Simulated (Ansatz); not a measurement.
Co5Ge7:
```cif
data_Co10Ge14
_chemical_formula_sum 'Ge14 Co10'
_space_group_name_H-M_alt 'I4mm'
_space_group_IT_number 107
_space_group_name_Hall 'I 4 -2'
_cell_length_a 7.54087
_cell_length_b 7.54087
_cell_length_c 5.74184
_cell_angle_alpha 90.000
_cell_angle_beta 90.000
_cell_angle_gamma 90.000
loop_
_atom_site_label
_atom_site_type_symbol
_atom_site_symmetry_multiplicity
_atom_site_Wyckoff_symbol
_atom_site_fract_x
_atom_site_fract_y
_atom_site_fract_z
_atom_site_occupancy
Ge1 Ge 8 c 0.28486 0.28486 0.00372 1
Ge2 Ge 4 b 0.00000 0.50000 0.42411 1
Ge3 Ge 2 a 0.00000 0.00000 0.89991 1
Co1 Co 8 d 0.00000 0.24272 0.17976 1
Co2 Co 2 a 0.00000 0.00000 0.50399 1
```
(The calculation used a cell of 12 atoms; values per cell refer to that cell.)

Relaxed with r²SCAN.

Task: Tabulate the valence density and the electron localisation function along the shortest Ge–Co contact (2.27 Å), r²SCAN in the plane-wave PAW code Ansatz.

Result: 

```
distance from Ge (Å)  density (e/Å³)   ELF
--------------------  --------------  ----
0.23                           29.75  0.23
0.34                           16.09  0.14
0.45                            7.10  0.19
0.57                            2.83  0.29
0.68                            1.28  0.42
0.80                            0.81  0.53
0.91                            0.66  0.58
1.02                            0.59  0.58
1.14                            0.57  0.48
1.25                            0.60  0.34
1.36                            0.75  0.26
1.48                            1.18  0.25
1.59                            2.22  0.28
1.70                            4.66  0.35
1.82                            9.97  0.45
1.93                           19.78  0.58
2.05                           33.81  0.70
```

The density is the valence pseudo-density with augmentation charge, so density and ELF within about 1 Å of a nucleus are not all-electron values.

The start of the workflow was typed in or built on a structure type; neither database checked (COD, Materials Project) lists it. Its standing as an ambient phase is unchecked. Symmetry was held in the r²SCAN relaxation; whether a distortion lowers the energy is not shown. The workflow began spin-polarised and lost its moments.

Potentials: the earlier of the program's two PAW sets.
